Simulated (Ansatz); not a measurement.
CaO (rock salt, space group No. 225) at seven volumes, PBEsol (plane waves, PAW; program Ansatz), scaled uniformly. One row is withheld.

| V (Å³/atom) | P (GPa) |
|---|---|
| 12.320 | 13.40 |
| 12.726 | 8.18 |
| 13.132 | 3.76 |
| 13.539 | -0.01 |
| 13.945 | ? |
| 14.351 | -5.93 |
| 14.757 | -8.24 |

Problem. Fit the shown pressures and predict the withheld one.

Solution. Third-order Birch–Murnaghan: P = (3/2)B₀(x^(7/2) − x^(5/2))[1 + (3/4)(B′ − 4)(x − 1)] with x = (V₀/V)^(2/3). Least squares on the six rows gives V₀ = 13.538 Å³/atom, B₀ = 115.5 GPa, B′ = 4.40. At V = 13.945, x = 0.9804 and P = -3.21 GPa. The run itself gave -3.21 GPa.

Space group Fm-3m (rock salt). Symmetry was held in the PBEsol relaxation. The volume moved by -56 % from the start of the relaxation.

Potentials: the earlier of the program's two PAW sets. The files were generated under PBE; for other functionals the program regenerates the frozen cores, and for LDA and PBEsol the local potential too.
